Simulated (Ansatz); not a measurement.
Al in space group P6_3/mmc (No. 194; Al on 4f, Al on 2b, Al on 4f, Al on 2a) at seven volumes, r²SCAN in the plane-wave PAW code Ansatz, shape and atoms relaxed at each. One row is withheld.

```csv
V (Å³/atom),P (GPa)
14.504,10.70
14.982,6.55
15.461,?
15.939,0.00
16.417,-2.56
16.895,-4.72
17.373,-6.55
```

Question: Fit the shown pressures and predict the withheld one.

Answer: Third-order Birch–Murnaghan: P = (3/2)B₀(x^(7/2) − x^(5/2))[1 + (3/4)(B′ − 4)(x − 1)] with x = (V₀/V)^(2/3). Least squares on the six rows gives V₀ = 15.939 Å³/atom, B₀ = 92.06 GPa, B′ = 4.43. At V = 15.461, x = 1.0205 and P = 3.00 GPa. The run itself gave 3.01 GPa.

The start of the workflow was typed in or built on a structure type; the Crystallography Open Database copy checked does not list it. It is not the phase usual at ambient conditions (space group No. 225). Symmetry was held in the r²SCAN relaxation; whether a distortion lowers the energy is not shown.

Potentials: the later of the program's two PAW sets.
